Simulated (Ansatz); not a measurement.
SnTe:
```yaml
crystal:
  lattice:
    - [4.26455, 0.00000, 0.00000]
    - [-2.13228, 3.69321, 0.00000]
    - [0.00000, 0.00000, 4.17691]
  atoms:
    - { symbol: Sn, position: [0.00000, 0.00000, 0.00000] }
    - { symbol: Te, position: [0.66667, 0.33333, 0.50000] }
```

Relaxed with PBE. Special points in fractions of this cell's reciprocal vectors: Γ (0.000, 0.000, 0.000); M (0.500, 0.000, 0.000); K (0.333, 0.333, 0.000); A (0.000, 0.000, 0.500); L (0.500, 0.000, 0.500); H (0.333, 0.333, 0.500).

Question: List the band energies nearest the Fermi level at these points for PBE in the plane-wave PAW code Ansatz.

Answer: In eV from the Fermi level; about four levels below and three above (degenerate sets whole), none deeper than 8.9 eV; points with the same levels are listed once.

```
k                    below                above
-  -----------------------  -------------------
Γ  -4.95 -2.50 -1.24 -1.24       2.54 2.54 3.67
M  -7.42 -2.49 -1.64 -1.08       1.66 2.00 3.84
K        -7.48 -4.15 -0.78       0.60 1.23 1.72
A        -8.18 -0.39 -0.39  0.86 1.16 2.27 2.27
L  -6.51 -4.27 -4.10 -1.11       1.00 2.35 2.39
H  -4.26 -4.07 -2.50 -1.05       4.73 5.47 7.76
```

Space group P-6m2. A made-up cell: these elements were put on the sites of a structure type; neither database checked (COD, Materials Project) lists it. It is not the phase usual at ambient conditions (space group No. 225). Symmetry was held in the PBE relaxation; whether a distortion lowers the energy is not shown. Spin–orbit coupling is left out wherever it is not named.

Potentials: the later of the program's two PAW sets.
